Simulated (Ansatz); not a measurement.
**Zincblende alloy of AlAs and GaP (60 of 64 Al sites, 60 of 64 As sites exchanged), 128 atoms**

Ansatz, PAW, plane waves. PBEsol relaxation of volume and atoms (shape held) at the single k point (½, ½, ½); single points on the relaxed atoms at the Γ point alone, onto which points of the small cell's zone fold. Arrangement: quasirandom. No spin–orbit coupling unless named.

Relaxed structure:

```
Ga Al P As
1.0
     0.00000   10.90795   10.90795
    10.90795    0.00000   10.90795
    10.90795   10.90795    0.00000
Ga Al P As
60 4 60 4
Direct
  0.00559 0.99899 0.99834
  0.49793 0.99823 0.99836
  0.99870 0.49858 0.99815
  0.00004 0.99986 0.50010
  0.25110 0.24986 0.24983
  0.50005 0.50117 0.00025
  0.74950 0.25068 0.25004
  0.00068 0.50025 0.50037
  0.25524 0.74851 0.24811
  0.25025 0.25011 0.74994
  0.50022 0.50015 0.49974
  0.74943 0.75053 0.25004
  0.74994 0.25001 0.75018
  0.25033 0.75019 0.74992
  0.74982 0.75009 0.75058
  0.99860 0.00502 0.24833
  0.25015 0.25040 0.99960
  0.49850 0.99849 0.25500
  0.74881 0.25509 0.99819
  0.25089 0.74955 0.99982
  0.00080 0.00048 0.74910
  0.25011 0.25031 0.50020
  0.50071 0.49980 0.24997
  0.75026 0.74965 0.99976
  0.50023 0.00039 0.74943
  0.74991 0.25033 0.49997
  0.00004 0.49967 0.75014
  0.25017 0.75006 0.50022
  0.50019 0.50086 0.74921
  0.75040 0.74937 0.50059
  0.00014 0.25032 0.99922
  0.25029 0.99996 0.24987
  0.49916 0.25438 0.99826
  0.74884 0.99851 0.25462
  0.99924 0.75484 0.99752
  0.25049 0.50001 0.25005
  0.50078 0.74962 0.99938
  0.25065 0.00005 0.74975
  0.50019 0.25019 0.50004
  0.75004 0.49983 0.25015
  0.75017 0.99990 0.74953
  0.99846 0.74872 0.50476
  0.25001 0.50007 0.75008
  0.50013 0.74940 0.50072
  0.25040 0.00013 0.99988
  0.75289 0.99742 0.99654
  0.00020 0.25029 0.24969
  0.25466 0.49907 0.99838
  0.24952 0.00011 0.50064
  0.50017 0.25068 0.24974
  0.74989 0.50068 0.99997
  0.75039 0.00027 0.50055
  0.99846 0.74855 0.24847
  0.00068 0.24996 0.74997
  0.25029 0.50039 0.50004
  0.50052 0.75028 0.25006
  0.50019 0.25020 0.74997
  0.74921 0.50051 0.50037
  0.00006 0.75022 0.75058
  0.50009 0.75013 0.75021
  0.49968 0.99986 0.50078
  0.99830 0.49764 0.25504
  0.99987 0.24959 0.50038
  0.74996 0.50053 0.74921
  0.06371 0.06366 0.06149
  0.06258 0.06214 0.56254
  0.31273 0.31257 0.31262
  0.56281 0.56263 0.06253
  0.56279 0.06273 0.56237
  0.81269 0.31249 0.31239
  0.06275 0.56187 0.56342
  0.31347 0.81254 0.31259
  0.31267 0.31260 0.81229
  0.56225 0.56255 0.56249
  0.81158 0.81164 0.31352
  0.81313 0.31308 0.81142
  0.31267 0.81259 0.81245
  0.81256 0.81251 0.81253
  0.06267 0.06321 0.31253
  0.31270 0.31251 0.06234
  0.56195 0.06315 0.31375
  0.81264 0.31356 0.06244
  0.06301 0.56161 0.31322
  0.31379 0.81260 0.06121
  0.06377 0.06254 0.81153
  0.31271 0.31279 0.56242
  0.56267 0.56267 0.31230
  0.81270 0.81153 0.06233
  0.56254 0.06258 0.81158
  0.81195 0.31302 0.56271
  0.06249 0.56263 0.81139
  0.31270 0.81260 0.56253
  0.56215 0.56284 0.81277
  0.81159 0.81266 0.56351
  0.06255 0.31168 0.06221
  0.31161 0.06236 0.31356
  0.56186 0.31451 0.06223
  0.81167 0.06360 0.31341
  0.06381 0.81254 0.06150
  0.06264 0.31262 0.56251
  0.31378 0.56161 0.31238
  0.56268 0.81144 0.06247
  0.31276 0.06262 0.81237
  0.56247 0.31272 0.56235
  0.81099 0.56285 0.31350
  0.81359 0.06261 0.81022
  0.06257 0.81247 0.56344
  0.31336 0.56266 0.81150
  0.56289 0.81197 0.56281
  0.81251 0.56257 0.81245
  0.31154 0.06271 0.06246
  0.06352 0.31083 0.31307
  0.31343 0.56251 0.06276
  0.31216 0.06285 0.56263
  0.56250 0.31274 0.31252
  0.81179 0.56242 0.06262
  0.81268 0.06276 0.56239
  0.06283 0.31253 0.81221
  0.31280 0.56266 0.56246
  0.56233 0.81169 0.31372
  0.56253 0.31371 0.81151
  0.81329 0.56249 0.56180
  0.06282 0.81368 0.81124
  0.56266 0.81281 0.81224
  0.56137 0.06230 0.06264
  0.06264 0.56285 0.06225
  0.81366 0.06269 0.06234
  0.06277 0.81263 0.31226
```

Q: What are the mean bond lengths by pair (pairs within 1.2 times the sum of covalent radii, less contacts 15 % beyond the pair's median; cation–cation pairs of compounds aside; long ionic contacts are cut short by that bound)?

A: Al–As 2.428 ± 0.000 Å (standard deviation, 1 bonds); Al–P 2.361 ± 0.004 Å (standard deviation, 15 bonds); As–Ga 2.420 ± 0.003 Å (standard deviation, 15 bonds); Ga–P 2.358 ± 0.005 Å (standard deviation, 225 bonds).

Q: What gap lies between the top filled and the lowest empty level in the single points?

A: HSE06 2.22 eV (110 s on NVIDIA GB200). An indirect band minimum needn't fold onto Γ of this cell; where it doesn't, these gaps are too wide.
